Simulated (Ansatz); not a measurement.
Notes on a calculation: ScH3 (BiF3-type structure)

Method: PBEsol, scalar-relativistic; no spin polarisation; PAW, 420 eV, 10×10×10 k-mesh, Gaussian smearing of 0.05 eV; code Ansatz. The datasets are Ansatz's generated set soft_2.

The cell came from substitution into a structure type; whether the compound takes it is for experiment to say.

The first cell:

```
Sc H
1.0
     0.00000    2.65049    2.65049
     2.65049    0.00000    2.65049
     2.65049    2.65049    0.00000
Sc H
1 3
Direct
  0.00000 0.00000 0.00000
  0.50000 0.50000 0.50000
  0.25000 0.25000 0.25000
  0.75000 0.75000 0.75000
```

The first steps of the search for zero pressure:

| run | level | k-mesh | kind | V (Å³/atom) | P (GPa) | gap on the mesh (eV) |
| --- | --- | --- | --- | --- | --- | --- |
| 1 | PBEsol | 10×10×10 | fixed cell | 9.31 | -21.9 | metal |
| 2 | PBEsol | 10×10×10 | fixed cell | 8.38 | -18.8 | metal |

(1) At which volume does PBEsol reach zero pressure?

Answer:

(1) 6.51 Å³/atom, about 30.0 % under the start.

The steps that followed:

| run | level | k-mesh | kind | V (Å³/atom) | P (GPa) | E − E(final) (meV/atom) | gap on the mesh (eV) |
| --- | --- | --- | --- | --- | --- | --- | --- |
| 3 | PBEsol | 10×10×10 | fixed cell | 7.54 | -13.3 | 47.9 | metal |
| 4 | PBEsol | 10×10×10 | fixed cell | 6.79 | -4.5 | 4.0 | metal |
| 5 | PBEsol | 10×10×10 | fixed cell | 6.52 | -0.2 | 0.0 | metal |
| 6 | PBEsol | 10×10×10 | fixed cell | 6.51 | 0.0 | 0.0 | metal |

The cell is relaxed to zero pressure at this level.

The final structure (symmetry read at 0.01 Å). It takes space group Fm-3m (No. 225, cubic). Conventional cell: a = 4.706 Å, b = 4.706 Å, c = 4.706 Å, α = 90.00°, β = 90.00°, γ = 90.00°. Sc (site symmetry m-3m) is surrounded by 8 H at 2.04 Å. Around H (site symmetry m-3m) lie 8 H at 2.04 Å. H (site symmetry -43m) has 4 Sc at 2.04 Å and 4 H at 2.04 Å as nearest neighbours. (Neighbours are counted to 15 % beyond the shortest distance.)

At the final geometry the gap, band path included, is zero (metallic). The equation of state gives B0 = 119 GPa and B0′ = 4.0. Against the elements' standard states, run alike and uncorrected, the formation energy is -0.55 eV/atom. 

**Reading the result.**

Formal charges Sc³⁺, H⁻ balance and leave closed shells on every ion, yet the run finds no gap: the anions' valence bands overlap the cations' empty bands by 0.4 eV on the mesh. Semilocal functionals make gaps too small, by up to about 1 eV in such compounds, so the real crystal may have a narrow gap or be a semimetal.
